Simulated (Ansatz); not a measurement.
Ansatz (a first-principles code) input:

Ansatz 0.2 input:
```yaml
crystal:
  lattice:
    - [-3.1197204103, 3.1799619377, 4.4257203891]
    - [3.1197204103, -3.1799619377, 4.4257203891]
    - [3.1197204103, 3.1799619377, -4.4257203891]
  atoms:
    - { symbol: Mg, position: [0.5, 0.5, 0.5] }
    - { symbol: Mg, position: [0.5, 0.0, 0.0] }
    - { symbol: In, position: [0.8817063592, 0.1317063592, 0.75] }
    - { symbol: In, position: [0.1182936408, 0.8682936408, 0.25] }
    - { symbol: In, position: [0.0, 0.5, 0.5] }
    - { symbol: In, position: [0.5, 0.5, 0.0] }
    - { symbol: O, position: [0.2674402482, 0.7427785237, 0.5246617245] }
    - { symbol: O, position: [0.7325597518, 0.2572214763, 0.4753382755] }
    - { symbol: O, position: [0.7181167992, 0.7427785237, 0.9753382755] }
    - { symbol: O, position: [0.2818832008, 0.2572214763, 0.0246617245] }
    - { symbol: O, position: [0.2619226033, 0.275694884, 0.5137722807] }
    - { symbol: O, position: [0.7380773967, 0.724305116, 0.4862277193] }
    - { symbol: O, position: [0.2619226033, 0.7481503226, 0.9862277193] }
    - { symbol: O, position: [0.7380773967, 0.2518496774, 0.0137722807] }
kpoints:
  mp_grid: { grid: [5, 5, 5] }
  band_path:
    path:
      - [[0.0, 0.0, 0.0], [0.5, 0.5, -0.5], [0.3742234002, 0.6257765998, -0.3742234002]]  # Γ-X-F_2
      - [[-0.3742234002, 0.3742234002, 0.3742234002], [0.0, 0.0, 0.0], [0.3790672057, -0.3790672057, 0.3790672057]]  # Σ_0-Γ-Y_0
      - [[0.6209327943, 0.3790672057, -0.3790672057], [0.5, 0.5, -0.5]]  # U_0-X
      - [[0.0, 0.0, 0.0], [0.0, 0.5, 0.0], [0.25, 0.25, 0.25], [0.5, 0.0, 0.0], [0.0, 0.0, 0.0], [0.0, 0.0, 0.5], [0.25, 0.25, 0.25]]  # Γ-R-W-S-Γ-T-W
      - [VBM, CBM]
    npoints: 6
basis: { xc_grid: 2 }
hamiltonian:
  xc: pbesol
  pseudopotentials: { kind: paw }
magnetization: { noncollinear: true, spin_orbit: true }
scf:
  n_extra_bands: 28
  convergence: { dr2_threshold: 0.0000000001 }
  occupations: { method: gaussian, width: 0.01 }
checkpoint: { write: soc.run }
output: { eigenvalues: true }
```

Output (shortened):

```
Pseudopotential: Mg, paw_fr, valence charge 10
Pseudopotential: In, paw_fr, valence charge 13
Pseudopotential: O, paw_fr, valence charge 6
Functional definition: PBEsol
non-collinear run that drives no moment, with spin-orbit …
Crystal: 14 atoms, lattice volume = 175.623 Å³
Basis set: ecut = 420 eV, 3455 PW (Γ), exchange–correlation on 90×90×90 points (8 copies of the dense FFT grid, shifted against one another)
Bands: 148, of which v1, the nominal top of the filled ones, is band 120 counted from 1 (119 counted from 0)
Symmetry: 8 space group operations + 8 with time reversal
k-points: 27 of 125
Projection manifold: j_resolved (fully-relativistic pseudo-atomic orbitals)
SCF iter   1: F=—  HF=-30428.499439 eV  |F-HF|=—  |Δ(HF+E_count)|=         —  Δρ=6.87e-2  dr2=6.12e0  dr2_m=0.00e0 (ungated)  ethr=3.10e-3  |M|=0.00e0 ∫|m|=0.00e0 μB  |m|>n=0.0e0 m-floor=0.0e0 τ_xc=0.0e0  β_m=0.30  ⟨swp⟩=5.7  Hψ=9544  notcnv=0  defer=278
preconditioner: auto → Resta (q_TF=auto, 2.560 Å⁻¹)
spin=Noncollinear: Resta preconditioning applied to the charge; magnetization (m_x, m_y, m_z) channels mix plain (no charge-response kernel on spin).
SCF iter   2: F=—  HF=-30427.549436 eV  |F-HF|=—  |Δ(HF+E_count)|=   9.50e-1  Δρ=4.78e-2  dr2=3.05e0  dr2_m=0.00e0 (ungated)  ethr=3.10e-3  |M|=0.00e0 ∫|m|=0.00e0 μB  |m|>n=0.0e0 m-floor=0.0e0 τ_xc=0.0e0  β_m=0.63  ⟨swp⟩=2.0  Hψ=2386  notcnv=0  defer=626
SCF iter   3: F=—  HF=-30426.708667 eV  |F-HF|=—  |Δ(HF+E_count)|=   8.41e-1  Δρ=7.71e-3  dr2=1.18e-1  dr2_m=0.00e0 (ungated)  ethr=2.54e-3  |M|=0.00e0 ∫|m|=0.00e0 μB  |m|>n=0.0e0 m-floor=0.0e0 τ_xc=0.0e0  β_m=0.68  ⟨swp⟩=2.0  Hψ=3314  notcnv=0  defer=628
SCF iter   4: F=—  HF=-30426.705411 eV  |F-HF|=—  |Δ(HF+E_count)|=   3.26e-3  Δρ=5.18e-3  dr2=3.96e-2  dr2_m=0.00e0 (ungated)  ethr=9.79e-5  |M|=0.00e0 ∫|m|=0.00e0 μB  |m|>n=0.0e0 m-floor=0.0e0 τ_xc=0.0e0  β_m=0.65  ⟨swp⟩=2.4  Hψ=3053  notcnv=0  defer=628
SCF iter   5: F=—  HF=-30426.702820 eV  |F-HF|=—  |Δ(HF+E_count)|=   2.59e-3  Δρ=1.23e-3  dr2=2.72e-3  dr2_m=0.00e0 (ungated)  ethr=3.30e-5  |M|=0.00e0 ∫|m|=0.00e0 μB  |m|>n=0.0e0 m-floor=0.0e0 τ_xc=0.0e0  β_m=0.76  ⟨swp⟩=2.2  Hψ=2960  notcnv=0  defer=632
SCF iter   6: F=—  HF=-30426.703904 eV  |F-HF|=—  |Δ(HF+E_count)|=   1.08e-3  Δρ=7.13e-4  dr2=7.34e-4  dr2_m=0.00e0 (ungated)  ethr=2.27e-6  |M|=0.00e0 ∫|m|=0.00e0 μB  |m|>n=0.0e0 m-floor=0.0e0 τ_xc=0.0e0  β_m=0.67  ⟨swp⟩=2.1  Hψ=3113  notcnv=0  defer=632
SCF iter   7: F=—  HF=-30426.703878 eV  |F-HF|=—  |Δ(HF+E_count)|=   2.58e-5  Δρ=1.41e-4  dr2=3.11e-5  dr2_m=0.00e0 (ungated)  ethr=6.12e-7  |M|=0.00e0 ∫|m|=0.00e0 μB  |m|>n=0.0e0 m-floor=0.0e0 τ_xc=0.0e0  β_m=0.84  ⟨swp⟩=2.0  Hψ=3123  notcnv=0  defer=632
SCF iter   8: F=—  HF=-30426.703910 eV  |F-HF|=—  |Δ(HF+E_count)|=   3.16e-5  Δρ=3.74e-5  dr2=2.53e-6  dr2_m=0.00e0 (ungated)  ethr=2.59e-8  |M|=0.00e0 ∫|m|=0.00e0 μB  |m|>n=0.0e0 m-floor=0.0e0 τ_xc=0.0e0  β_m=0.92  ⟨swp⟩=2.3  Hψ=2772  notcnv=0  defer=632
SCF iter  12: F=-30426.704028 eV  HF=-30426.704028 eV  |F-HF|=3.64e-12  |Δ(HF+E_count)|=  3.64e-12  Δρ=1.50e-7  dr2=3.90e-11  dr2_m=0.00e0 (ungated)  ethr=1.00e-12  |M|=0.00e0 ∫|m|=0.00e0 μB  |m|>n=0.0e0 m-floor=0.0e0 τ_xc=0.0e0  ⟨swp⟩=11.4  Hψ=9547  notcnv=0
SCF 1 converged in 12 iterations: F = -30426.704028 eV  dr2 = 3.90e-11
NSCF: frozen V_eff on 46 k-points
NSCF: frozen V_eff on 46 k-points
NSCF: frozen V_eff on 45 k-points
NSCF: frozen V_eff on 13 k-points
NSCF: frozen V_eff on 8 k-points
NSCF: frozen V_eff on 4 k-points
NSCF: frozen V_eff on 6 k-points
NSCF: frozen V_eff on 4 k-points
NSCF: frozen V_eff on 77 k-points
SCF converged after 12 iterations
Magnetization: |M| = 0.0000 μB,  M = (+0.0000, +0.0000, +0.0000) μB
Absolute magnetization: 0.0000 μB (∫|m|)
  site 0: m = (+0.0000, +0.0000, +0.0000) μB, |m| = 0.0000 μB  (R = 0.87 Å)
  site 1: m = (+0.0000, +0.0000, +0.0000) μB, |m| = 0.0000 μB  (R = 0.87 Å)
  site 2: m = (+0.0000, +0.0000, +0.0000) μB, |m| = 0.0000 μB  (R = 0.85 Å)
  site 3: m = (+0.0000, +0.0000, +0.0000) μB, |m| = 0.0000 μB  (R = 0.85 Å)
  site 4: m = (+0.0000, +0.0000, +0.0000) μB, |m| = 0.0000 μB  (R = 0.89 Å)
  site 5: m = (+0.0000, +0.0000, +0.0000) μB, |m| = 0.0000 μB  (R = 0.89 Å)
  site 6: m = (+0.0000, +0.0000, +0.0000) μB, |m| = 0.0000 μB  (R = 0.85 Å)
  site 7: m = (+0.0000, +0.0000, +0.0000) μB, |m| = 0.0000 μB  (R = 0.85 Å)
  site 8: m = (+0.0000, +0.0000, +0.0000) μB, |m| = 0.0000 μB  (R = 0.85 Å)
  site 9: m = (+0.0000, +0.0000, +0.0000) μB, |m| = 0.0000 μB  (R = 0.85 Å)
  site 10: m = (+0.0000, +0.0000, +0.0000) μB, |m| = 0.0000 μB  (R = 0.86 Å)
  site 11: m = (+0.0000, +0.0000, +0.0000) μB, |m| = 0.0000 μB  (R = 0.86 Å)
  site 12: m = (+0.0000, +0.0000, +0.0000) μB, |m| = 0.0000 μB  (R = 0.86 Å)
  site 13: m = (+0.0000, +0.0000, +0.0000) μB, |m| = 0.0000 μB  (R = 0.86 Å)
Free energy (F): -30426.704028 eV
Harris-Foulkes:  -30426.704028 eV  (|F-HF|=3.64e-12)
Internal energy: -30426.704028 eV  (E = F + TS)
E sigma→0 (E₀):  -30426.704028 eV
Fermi energy:    8.459114 eV
--- Per-component energies (eV) ---
  E_band       = -665.255299
  E_kinetic    = 2536.166785
  E_local      = -9708.740290  (includes V_loc(G=0)·N_el)
  E_nonlocal   = 2067.473791
  E_hartree    = 3620.624125
  E_xc         = -1491.209968
  E_vxc        = -1219.384115  (∫ρ·V_xc dr)
  E_paw        = -18147.108545  (= ΣΔE_a)
  E_vpaw       = -1582.039459  (= ΣTr[D̂ρ^β])
  E_aug_tail   = 0.019564  (compensation charges beyond the density's cutoff)
  E_ewald      = -9305.285960
  E_core_change = 1.356469  (= ΣΔE_core)
  E_smearing   =  0.000000  (= −TS)
  E_closure    =  0.000000  (closes the sum)
  Σ components = -30426.704028   (vs F -30426.704028, Δ=0.00e0)
  [band-id]    e_kinetic+e_local+e_nonlocal+2·e_hartree+e_vxc+e_vpaw+e_augmentation_tail = -665.255473   (vs E_band -665.255299, Δ=-1.73e-4)
--- Band table (eV; the first three rows and the last of 27) ---
  k-point 0: bands = ["-63.9869", "-63.9869", "-63.9853", "-63.9853", "-31.1372", "-31.1372", "-31.1297", "-31.1297", "-30.8639", "-30.8639", "-30.8529", "-30.8529", "-30.8357", "-30.8357", "-30.8260", "-30.8260", "-9.6812", "-9.6812", "-9.1621", "-9.1621", …
  k-point 1: bands = ["-63.9867", "-63.9867", "-63.9854", "-63.9854", "-31.1364", "-31.1364", "-31.1303", "-31.1303", "-30.8627", "-30.8627", "-30.8537", "-30.8537", "-30.8351", "-30.8351", "-30.8272", "-30.8272", "-9.5916", "-9.5916", "-9.1460", "-9.1460", …
  k-point 2: bands = ["-63.9863", "-63.9863", "-63.9858", "-63.9858", "-31.1344", "-31.1344", "-31.1321", "-31.1321", "-30.8596", "-30.8596", "-30.8562", "-30.8562", "-30.8330", "-30.8330", "-30.8300", "-30.8300", "-9.3724", "-9.3724", "-9.1442", "-9.1442", …
  k-point 26: bands = ["-63.9867", "-63.9867", "-63.9854", "-63.9854", "-31.1364", "-31.1364", "-31.1304", "-31.1304", "-30.8627", "-30.8627", "-30.8538", "-30.8538", "-30.8351", "-30.8351", "-30.8272", "-30.8272", "-9.4430", "-9.4430", "-9.1666", "-9.1666", …
```

Cost: very roughly 20 core-minutes on shared cores.

Space group Imma. The workflow started from a Materials Project entry (that database holds measured and hypothetical structures alike); the Crystallography Open Database copy checked does not list it. With Mg and In taken as one species the cell has the higher symmetry Fd-3m, so it may be an ordered model of a mixed-site phase. Whether it is the stable phase at ambient conditions was not checked. Symmetry was held in the PBEsol relaxation; whether a distortion lowers the energy is not shown.

Potentials: the later of the program's two PAW sets.

Ansatz is a plane-wave DFT program.
